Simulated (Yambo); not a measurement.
MoS₂: sweep of GW parameters

G0W0@PBEsol for MoS$_{2}$ (space group P6_3/mmc, No. 194) in Yambo. Reference settings: 6×6×1 Γ-centred k mesh, bands 3 to 221 and a 8 Ry block in the screening, 221 bands in G with the Bruneval-Gonze terminator, plasmon pole fitted at 27.2 eV. The PBEsol gap Γ → (0.167, 0.167, 0) on this mesh is 0.74 eV; G0W0 gaps are taken between the same points.

| change from the reference | G0W0 gap Γ → (0.167, 0.167, 0) (eV) | shift of the valence edge (eV) | rough Yambo cost |
|---|---|---|---|
| reference settings | 1.12 | -0.12 | 1 |
| 142 bands in G | 1.12 | -0.11 | – |
| 104 bands in W | 1.13 | 0.03 | within a factor of two |
| 7 Ry block | 1.12 | -0.10 | within a factor of two |
| pole fitted at 40 eV | 1.12 | -0.18 | – |
| no random integration | 1.10 | -0.01 | – |
| 142 bands in G, no terminator | 1.10 | 0.22 | – |

The reference isn't shown to be the converged limit. Costs are rough (shared machines), scaled to the same edge states, and given only for runs that recompute the screening.

Spin-orbit splittings are left out.

Geometry relaxed with PBE+D3(BJ); primitive cell a = 3.150 Å, b = 3.150 Å, c = 12.091 Å, α = 90.00°, β = 90.00°, γ = 120.00°.

A shift is the quasiparticle energy of the state minus its PBEsol energy.
